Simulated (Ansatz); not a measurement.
Relaxed-ion elastic tensor of W$_{2}$C in space group P-31m (No. 162; W on 6k, C on 1a, C on 2d) in GPa (Voigt order), DFT-PBEsol in the program Ansatz with PAW potentials; density 17.05 g/cm³, 12.33 Å³ per atom.

```json
[
 {"": "1", "1": "568", "2": "211", "3": "279", "4": "0.0", "5": "-10.1", "6": "0.0"},
 {"": "2", "1": "211", "2": "568", "3": "279", "4": "0.0", "5": "10.1", "6": "0.0"},
 {"": "3", "1": "279", "2": "279", "3": "539", "4": "0.0", "5": "0.0", "6": "0.0"},
 {"": "4", "1": "0.0", "2": "0.0", "3": "0.0", "4": "214", "5": "0.0", "6": "10.1"},
 {"": "5", "1": "-10.1", "2": "10.1", "3": "0.0", "4": "0.0", "5": "214", "6": "0.0"},
 {"": "6", "1": "0.0", "2": "0.0", "3": "0.0", "4": "10.1", "5": "0.0", "6": "179"}
]
```

### Question
Is the crystal mechanically stable?

### Answer
Yes: the smallest eigenvalue of C is 176 GPa.

### Question
Work out the Voigt, Reuss and Hill averages.

### Answer
K_V = 357, K_R = 357, K_H = 357; G_V = 182, G_R = 174, G_H = 178 GPa.

### Question
Give Young's modulus, Poisson's ratio, Pugh's ratio and the universal anisotropy index.

### Answer
E = 9KG/(3K + G) = 458 GPa; ν = 0.29; K/G = 2.01 (ductile by the Pugh limit of 1.75); A_U = 5G_V/G_R + K_V/K_R − 6 = 0.22.

### Question
Estimate the sound speeds and the Debye temperature.

### Answer
v_l = √((K + 4G/3)/ρ) = 5910 m/s, v_t = √(G/ρ) = 3230 m/s, mean 3600 m/s; Θ = (h/k)(3n/4πV)^(1/3) v_m = 464 K.

### Question
Solve the Christoffel equation for the three sound speeds along x, y, z.

### Answer
Eigenvalues of C_ijkl n_j n_l equal ρv². In km/s, slowest first: x 3.24, 3.54, 5.78; y 3.21, 3.57, 5.77; z 3.55, 3.55, 5.62.

### Question
How much does each axis shrink under pressure?

### Answer
Linear compressibilities β_i = Σ_j S_ij (j = 1 to 3): x 0.98, y 0.98, z 0.84 per TPa.

The workflow started from a Materials Project entry (that database holds measured and hypothetical structures alike); the Crystallography Open Database copy checked does not list it. Whether it is the stable phase at ambient conditions was not checked. The cell was relaxed with PBEsol under the symmetry of its start; of distortions, only those at the zone centre were tested. No spin polarisation was allowed. As this level gives no gap, shear constants depend on the k-mesh and smearing (Fermi–Dirac, 0.1 eV here). Spin–orbit coupling is left out wherever it is not named.

Potentials: the later of the program's two PAW sets.
